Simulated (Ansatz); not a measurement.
GaN (rock salt)

```yaml
crystal:
  lattice:
    - [0.00000, 2.09048, 2.09048]
    - [2.09048, 0.00000, 2.09048]
    - [2.09048, 2.09048, 0.00000]
  atoms:
    - { symbol: Ga, position: [0.00000, 0.00000, 0.00000] }
    - { symbol: N, position: [0.50000, 0.50000, 0.50000] }
```

The slice is a {110} plane (indices of the conventional cell) through the point (0.500, 0.500, 0.500) (fractional), spanned by u = [100] and v = [1 -1 -1] in vectors of this cell: u (2.96 Å) and v (4.18 Å, at 90° to u). It covers one period; positions are fractions (u, v).

Calculation: LDA (plane waves to 420 eV, PAW, scalar-relativistic; Ansatz, an electronic-structure program). k mesh 14×14×14. Near the nuclei the fields are pseudised (PAW); where an atom keeps semicore shells as valence, they peak there. GaN was relaxed with its symmetry unable to fall. This is one of several known forms of GaN; the measured ambient cells at hand have space group No. 186 or 216.

### Question
What is the valence density on the shortest Ga–N line in this plane (2.09 Å), at its minimum between the atoms?

### Answer
0.54 e/Å³.

### Question
What is the ELF at the density minimum of the shortest Ga–N line in this plane (2.09 Å)?

### Answer
0.3.

### Question
Sketch the electron localisation function (ELF) on this plane as a map.

### Answer
```
|xxxxxx@@@@%%++::....::++%%@@@@xxxx|
|xxxx%%@@@@##==::....::==##@@@@%%xx|
|@@@@@@@@%%**--..    ..--**%%@@@@@@|
|@@@@@@%%**==::        ::==**%%@@@@|
|%%%%##**==::..        ..::==**##%%|
|====----::..            ..::----==|
|::::::......            ......::::|
|............            ..........|
|    ..........        ..........  |
|xxxx  ..........    ..........  xx|
|xxxxxx  ....................  xxxx|
|xxxxxx  ....................  xxxx|
|xxxxxx  ....................  xxxx|
|xxxx  ..........    ..........  xx|
|    ..........        ..........  |
|............            ..........|
|::::::......            ......::::|
|====----::..            ..::----==|
|%%%%##**==::..        ..::==**##%%|
|@@@@@@%%**==::        ::==**%%@@@@|
|@@@@@@@@%%**--..    ..--**%%@@@@@@|
|xxxx%%@@@@##==::....::==##@@@@%%xx|
|xxxxxx@@@@%%++::....::++%%@@@@xxxx|
|xxxxxx@@@@%%++::....::++%%@@@@xxxx|
```
Scale: ten equal steps from 0.04 (start of ' ') to 0.82 (end of '@'), in the order ' .:-=+*#%@'. Values: electron localisation function (ELF). The map has 17 points along u (two characters each, u = 0 at the left) and 24 along v (v = 0 in the bottom row). Points within 0.4 Å of a nucleus are blanked (x), as the pseudised field means little there.
